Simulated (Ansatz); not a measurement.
## Ti$_{2}$C: course of a relaxation

Method: DFT PBEsol, scalar-relativistic, plane waves, PAW (Ansatz 0.2.0). Run with 420 eV cutoff, 8×8×8 k-mesh, Gaussian smearing of 0.10 eV, no spin polarisation.

What was changed: biaxial strain in the a-b plane, c and atoms relaxed: -3.0 %.

Command:

```bash
ansatz run input.yaml --threads 2 --pin off --max-ram 5120MiB --backend cpu --events-out ev --progress --plain --runs-dir out
```

Input:

```yaml
crystal:
  lattice:
    - [0.0, 4.146332782, 4.146332782]
    - [4.146332782, 0.0, 4.146332782]
    - [4.2831190182, 4.2831190182, -0.1367862361]
  atoms:
    - { symbol: Ti, position: [0.8602046141, 0.3798355485, 0.3801242889] }
    - { symbol: Ti, position: [0.3798355485, 0.3798355485, 0.3801242889] }
    - { symbol: Ti, position: [0.3809434887, 0.3809434887, 0.8571695339] }
    - { symbol: Ti, position: [0.8701644515, 0.3897953859, 0.8698757111] }
    - { symbol: Ti, position: [0.8701644515, 0.8701644515, 0.8698757111] }
    - { symbol: Ti, position: [0.3897953859, 0.8701644515, 0.8698757111] }
    - { symbol: Ti, position: [0.8690565113, 0.8690565113, 0.3928304661] }
    - { symbol: Ti, position: [0.3798355485, 0.8602046141, 0.3801242889] }
    - { symbol: C, position: [0.625, 0.625, 0.625] }
    - { symbol: C, position: [0.125, 0.625, 0.625] }
    - { symbol: C, position: [0.625, 0.625, 0.125] }
    - { symbol: C, position: [0.625, 0.125, 0.625] }
basis:
  ecutwfc: 420
kpoints:
  mp_grid: { grid: [8, 8, 8] }
hamiltonian:
  xc: pbesol
scf:
  occupations: { method: gaussian, width: 0.1 }
output:
  forces: true
  stress: true
  eigenvalues: true
relax:
  adjacent_minimum: "off"
  f_tol: 0.008
  max_steps: 40
  cell: { stress_tol: 0.015, fix: [a, b, gamma] }
```

F is the free energy. Steps run on the plane waves of an earlier cell, but the last one, and at times one on the way, on a freshly chosen basis, so a repeated geometry can differ a little in energy. The held parts of the cell keep their stress, so P needn't end at zero.

Steps:

| step | F − F(1) (eV) | largest force component (eV/Å) | V (Å³/atom) | P (GPa) |
| --- | --- | --- | --- | --- |
| 1 | 0.0000 | 0.223 | 12.469 | 8.07 |
| 2 | 0.0053 | 0.143 | 12.299 | 8.94 |
| 3 | -0.0136 | 0.041 | 12.431 | 7.66 |
| 4 | -0.0141 | 0.001 | 12.419 | 7.92 |
| 5 | -0.0142 | 0.000 | 12.418 | 7.93 |
| 6 | -0.0136 | 0.000 | 12.418 | 7.93 |

Relaxed structure:

```cif
data_structure
_symmetry_space_group_name_H-M 'P 1'
_symmetry_Int_Tables_number 1
_cell_length_a 5.8638
_cell_length_b 5.8638
_cell_length_c 6.0420
_cell_angle_alpha 60.971
_cell_angle_beta 60.971
_cell_angle_gamma 60.000
_cell_volume 149.02
loop_
_atom_site_label
_atom_site_type_symbol
_atom_site_fract_x
_atom_site_fract_y
_atom_site_fract_z
_atom_site_occupancy
Ti1 Ti 0.86301 0.37882 0.37936 1
Ti2 Ti 0.37882 0.37882 0.37936 1
Ti3 Ti 0.38090 0.38090 0.85731 1
Ti4 Ti 0.87118 0.38699 0.87064 1
Ti5 Ti 0.87118 0.87118 0.87064 1
Ti6 Ti 0.38699 0.87118 0.87064 1
Ti7 Ti 0.86910 0.86910 0.39269 1
Ti8 Ti 0.37882 0.86301 0.37936 1
C1 C 0.62500 0.62500 0.62500 1
C2 C 0.12500 0.62500 0.62500 1
C3 C 0.62500 0.62500 0.12500 1
C4 C 0.62500 0.12500 0.62500 1
```

The structure is trigonal, space group R-3m (No. 166). Conventional cell: a = 5.864 Å, b = 5.864 Å, c = 15.013 Å, α = 90.00°, β = 90.00°, γ = 120.00°. Ti (site symmetry m) has 3 C at 2.07 to 2.08 Å as nearest neighbours. Ti (site symmetry 3m) has 3 C at 2.05 Å as nearest neighbours. C (site symmetry 2/m) is surrounded by 6 Ti at 2.05 to 2.07 Å. C (site symmetry -3m) is surrounded by 6 Ti at 2.08 Å.

The run converged. Time: 73 s on 2 threads of Intel(R) Xeon(R) 6975P-C (Granite Rapids), on a shared host, peak memory 0.87 GiB.